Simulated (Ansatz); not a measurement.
Here is the system:

PtRhN₂:
```cif
data_N2PtRh
_chemical_formula_sum 'Rh1 Pt1 N2'
_space_group_name_H-M_alt 'P 1'
_space_group_IT_number 1
_cell_length_a 6.40617
_cell_length_b 6.40617
_cell_length_c 6.40617
_cell_angle_alpha 26.364
_cell_angle_beta 26.364
_cell_angle_gamma 26.364
loop_
_space_group_symop_operation_xyz
  'x, y, z'
loop_
_atom_site_label
_atom_site_type_symbol
_atom_site_fract_x
_atom_site_fract_y
_atom_site_fract_z
_atom_site_occupancy
Rh1 Rh 0.50000 0.50000 0.50000 1
Pt1 Pt 0.00000 0.00000 0.00000 1
N1 N 0.89548 0.89548 0.89548 1
N2 N 0.10452 0.10452 0.10452 1
```

This is the r²SCAN-relaxed structure.

Question: All from the program Ansatz at the r²SCAN level (PAW), unless another level is named. Give the electronic character.

Answer: metallic (no gap).

Question: And the formation energy from the elements (no fitted shifts)?

Answer: 0.50 eV/atom.

Question: Give the density of states at the Fermi level.

Answer: 0.78 states/eV per atom (mean over ±0.08 eV).

Question: What about the gap with spin–orbit coupling?

Answer: none (metallic).

Space group R-3m. The start of the workflow was typed in or built on a structure type; neither database checked (COD, Materials Project) lists it. Its standing as an ambient phase is unchecked. The cell was relaxed with r²SCAN under the symmetry of its start; its stability against distortions is not shown here. The workflow began spin-polarised and lost its moments. Its formation energy is positive at this level, so the cell may be metastable or incomplete. The references are the lowest solids computed at this level, not always the standard phases (solids in place of the gases). Scalar-relativistic: spin–orbit coupling is off unless named, which matters more the heavier the elements.

Potentials: the later of the program's two PAW sets.
